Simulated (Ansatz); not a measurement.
Computed with Ansatz, DFT PBE, scalar-relativistic, plane waves, PAW. Cutoff 420 eV, Γ-centred 12×12×12 mesh (3-atom cell), Gaussian smearing of 0.10 eV, collinear spin.

The zero of energy is the elements' standard structures at the same level (O₂ as a molecule); no fitted shifts are applied.

Question: Suggest a trial structure for a tetragonal metal with formula SrTiO, with a formation energy near −1.49 eV/atom, about 20 Å³ per atom and a net moment near 0.5 μB per atom, in a cell of 3 atoms. Its symmetry should be P4/mmm (No. 123).

Answer: SrTiO, space group P4/mmm (No. 123). Sr is surrounded by 4 O at 2.73 Å, 8 Ti at 3.37 Å and 6 Sr at 3.86–3.96 Å; around Ti lie 2 O at 1.98 Å and 8 Sr at 3.37 Å; O has 2 Ti at 1.98 Å and 4 Sr at 2.73 Å.

```cif
data_structure
_symmetry_space_group_name_H-M 'P 1'
_symmetry_Int_Tables_number 1
_cell_length_a 3.8624
_cell_length_b 3.8624
_cell_length_c 3.9555
_cell_angle_alpha 90.000
_cell_angle_beta 90.000
_cell_angle_gamma 90.000
_cell_volume 59.01
loop_
_atom_site_label
_atom_site_type_symbol
_atom_site_fract_x
_atom_site_fract_y
_atom_site_fract_z
_atom_site_occupancy
Sr1 Sr 0.00000 0.00000 0.00000 1
Ti1 Ti 0.50000 0.50000 0.50000 1
O1 O 0.50000 0.50000 0.00000 1
```

The volume per atom is 19.67 Å³, the density is 4.26 g/cm³ and the energy over the elements is −1.49 eV/atom. The gap on the 12×12×12 mesh of the 3-atom cell is 0 eV (a metal). The net moment per atom is 0.47 μB. The moment by site is Ti 0.6 μB.

The structure comes from a generated guess, relaxed at this level; another structure or a mixture of phases may lie lower. Other answers may fit too; this one was computed.

The magnetic state reached may not be the lowest. Symmetry constrained the relaxation, so the result can be a saddle point. Site moments count only spheres around the atoms; the net moment includes the space between them.
